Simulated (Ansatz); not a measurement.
Be (bcc (W type), Im-3m) at seven volumes, DFT-r²SCAN in the program Ansatz with PAW potentials, scaled uniformly. One row is withheld.

```
V (Å³/atom)  P (GPa)
-----------  -------
7.106          13.85
7.341              ?
7.575           4.04
7.809           0.02
8.043          -3.52
8.278          -6.61
8.512          -9.27
```

**Question.** Fit the shown pressures and predict the withheld one.

**Answer.** P = (3/2)B₀(x^(7/2) − x^(5/2))[1 + (3/4)(B′ − 4)(x − 1)] with x = (V₀/V)^(2/3). Least squares on the six rows gives V₀ = 7.810 Å³/atom, B₀ = 125 GPa, B′ = 3.41. At V = 7.341, x = 1.0422 and P = 8.60 GPa. The run itself gave 8.62 GPa.

The workflow started from a Materials Project entry (that database holds measured and hypothetical structures alike); the Crystallography Open Database copy checked does not list it. It is not the phase usual at ambient conditions (space group No. 194). The cell was relaxed with r²SCAN under the symmetry of its start; whether a distortion lowers the energy is not shown.

Potentials: the earlier of the program's two PAW sets.
